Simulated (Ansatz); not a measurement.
Values for one crystal, relaxed and computed with plane-wave PAW PBE (Ansatz code); other levels are named.

| Property | Result |
|---|---|
| Volume per atom | 43.17 Å³ |
| Band gap | 1.78 eV (direct) |
| Valence-band maximum | at R |
| Bulk modulus (Birch–Murnaghan fit) | 18.4 GPa |
| Hole effective mass | 0.18 mₑ (isotropic) |
| Conduction-band minimum | at R |
| Pressure derivative B′ | 4.7 |

Question: Which of these materials gives this?
A) PbS, rock salt
B) CsPbBr3, cubic perovskite
C) CsBr, CsCl type
D) CsI, CsCl type

Answer: B, CsPbBr3, cubic perovskite

Space group Pm-3m (cubic perovskite). This is a known high-temperature phase of the composition, computed here at zero pressure and temperature. The cell was relaxed with PBE under the symmetry of its start; its stability against distortions is not shown here. Scalar-relativistic: spin–orbit coupling is off unless named, which matters more the heavier the elements.

Potentials: the later of the program's two PAW sets.
